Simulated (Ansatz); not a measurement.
P:
```
CELL_PARAMETERS angstrom
      0.00000     1.90811     1.90811
      1.90811     0.00000     1.90811
      1.90811     1.90811     0.00000
ATOMIC_POSITIONS crystal
  P  0.00000 0.00000 0.00000
```

Relaxed with LDA. Special points in fractions of this cell's reciprocal vectors: Γ (0.000, 0.000, 0.000); X (0.500, 0.000, 0.500); U (0.625, 0.250, 0.625); K (0.375, 0.375, 0.750); L (0.500, 0.500, 0.500); W (0.500, 0.250, 0.750).

Problem. List the band energies nearest the Fermi level at these points for DFT-LDA in the program Ansatz with PAW potentials.

Solution. In eV from the Fermi level; about four levels below and three above (degenerate sets whole), none deeper than 8.9 eV; … stands for higher levels left out; points with the same levels are listed once.

| k | below | above |
|---|---|---|
| Γ | – | 7.10 7.10 7.10 |
| X | -7.87 -6.99 | 0.70 0.70 … |
| U | -7.68 -5.84 -4.62 | 1.70 … |
| L | -8.39 | 5.03 5.03 … |
| W | -7.02 -4.70 -4.70 -2.74 | … |

Space group Fm-3m (fcc (Cu type)). The start of the workflow was typed in or built on a structure type; neither database checked (COD, Materials Project) lists it. It is not the phase usual at ambient conditions (space group No. 64). The cell was relaxed with LDA under the symmetry of its start. At this level the phase is mechanically unstable.

Potentials: the earlier of the program's two PAW sets. The files were generated under PBE; for other functionals the program regenerates the frozen cores, and for LDA and PBEsol the local potential too.
